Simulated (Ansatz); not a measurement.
GaNi₃N (anti-perovskite), relaxed with r²SCAN (Ansatz, a first-principles code, plane waves, PAW): a = 3.745 Å, b = 3.745 Å, c = 3.745 Å, α = 90.00°, β = 90.00°, γ = 90.00°.

- ΔH_f (eV/atom) = -0.16
- B₀ by P(V) fit (GPa) = 214

Task: The same phase is relaxed and computed with PBE in the same code. What are the cell and these values now?

Result: a = 3.7843 Å, b = 3.7843 Å, c = 3.7843 Å, α = 90.00°, β = 90.00°, γ = 90.00°.

- ΔH_f (eV/atom): -0.12
- B₀ by P(V) fit (GPa): 194

Constructed cells (a structure type filled with these elements, in neither database checked): GaNi3N, anti-perovskite. Began spin-polarised and lost the moments: GaNi3N, anti-perovskite with r²SCAN; GaNi3N, anti-perovskite with PBE. All cells were relaxed under the symmetry of their starts (and spin orders); stability against distortions was not tested throughout. Spin–orbit coupling is left out wherever it is not named.

Potentials: the later of the program's two PAW sets.

Ansatz is a plane-wave DFT program.

Formation energies count from the lowest solids of the elements computed at the same level, not from gases.
